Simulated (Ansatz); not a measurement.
Data:

CuAu:
```cif
data_AuCu
_chemical_formula_sum 'Cu1 Au1'
_space_group_name_H-M_alt 'P 1'
_space_group_IT_number 1
_cell_length_a 2.87722
_cell_length_b 2.87722
_cell_length_c 3.62434
_cell_angle_alpha 90.000
_cell_angle_beta 90.000
_cell_angle_gamma 90.000
loop_
_space_group_symop_operation_xyz
  'x, y, z'
loop_
_atom_site_label
_atom_site_type_symbol
_atom_site_fract_x
_atom_site_fract_y
_atom_site_fract_z
_atom_site_occupancy
Cu1 Cu 0.50000 0.50000 0.50000 1
Au1 Au 0.00000 0.00000 0.00000 1
```

This is the PBE-relaxed structure.

Task: All from DFT-PBE in the program Ansatz with PAW potentials, unless another level is named. Predict the formation energy from the elements (no fitted shifts).

Result: -0.055 eV/atom.

Task: What about the density of states at the Fermi level?

Result: 0.31 states/eV per atom (mean over ±0.08 eV).

Space group P4/mmm (L1₀ or tetragonal B2). The cell was relaxed with PBE under the symmetry of its start. No spin polarisation was allowed. The references are the lowest solids computed at this level, not always the standard phases. Spin–orbit coupling is left out wherever it is not named.

Potentials: the later of the program's two PAW sets.
